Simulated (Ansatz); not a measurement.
Input:

SiGe:
```cif
data_Ge2Si2
_chemical_formula_sum 'Ge2 Si2'
_space_group_name_H-M_alt 'P42/mmc'
_space_group_IT_number 131
_space_group_name_Hall '-P 4c 2'
_cell_length_a 3.59143
_cell_length_b 3.59143
_cell_length_c 6.59271
_cell_angle_alpha 90.000
_cell_angle_beta 90.000
_cell_angle_gamma 90.000
loop_
_atom_site_label
_atom_site_type_symbol
_atom_site_symmetry_multiplicity
_atom_site_Wyckoff_symbol
_atom_site_fract_x
_atom_site_fract_y
_atom_site_fract_z
_atom_site_occupancy
Ge1 Ge 2 c 0.00000 0.50000 0.00000 1
Si1 Si 2 e 0.00000 0.00000 0.25000 1
```

This is the r²SCAN-relaxed structure.

All from plane-wave PAW r²SCAN (Ansatz code), unless another level is named. Give the electronic character.

metallic (no gap).

What about the density of states at the Fermi level?

0.39 states/eV per atom (mean over ±0.08 eV).

And the formation energy from the elements (no fitted shifts)?

0.65 eV/atom.

Space group P4_2/mmc. A made-up cell: these elements were put on the sites of a structure type; neither database checked (COD, Materials Project) lists it. Whether it is the stable phase at ambient conditions was not checked. The cell was relaxed with r²SCAN under the symmetry of its start; whether a distortion lowers the energy is not shown. The references are the lowest solids computed at this level, not always the standard phases. Scalar-relativistic: spin–orbit coupling is off unless named, which matters more the heavier the elements.

Potentials: the later of the program's two PAW sets.
